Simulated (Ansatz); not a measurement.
**Structures of CuRe2: which is lowest?**

Plane-wave DFT in Ansatz with scalar-relativistic PAW potentials, cutoff 420 eV, Γ-centred meshes chosen by cell and gap, Gaussian smearing with energies taken to zero width. Every cell was relaxed (cell and atoms) in a run of its own, within the symmetry of its start. Functional: PBE.

Relaxed structures (starts from databases or built by putting these elements on another compound's sites):
A. I4/mmm, 3 atoms in the computed cell, a = 3.169 Å, c = 8.369 Å; sites (symmetry × multiplicity) Cu 4/mmm × 2, Re 4mm × 4; start: built
B. P6/mmm, 3 atoms in the computed cell, a = 4.478 Å, c = 2.532 Å; sites (symmetry × multiplicity) Cu 6/mmm × 1, Re -6m2 × 2; start: built

Q: Rank them by energy. Could pressure change the order?

A:
| structure | group | E − E(lowest) (meV/atom) | V (Å³/atom) | gap on mesh (eV) |
| --- | --- | --- | --- | --- |
| A | I4/mmm | 0.0 | 14.00 | 0.00 |
| B | P6/mmm | 291 | 14.66 | 0.00 |

A is lowest, 291 meV/atom under B. The lowest is also the densest of these, so pressure wouldn't bring one of the others in at first order. Other structures may lie lower than all of these, and vibrations aren't counted.

Spin-orbit coupling is left out, which matters for the bands of heavy elements.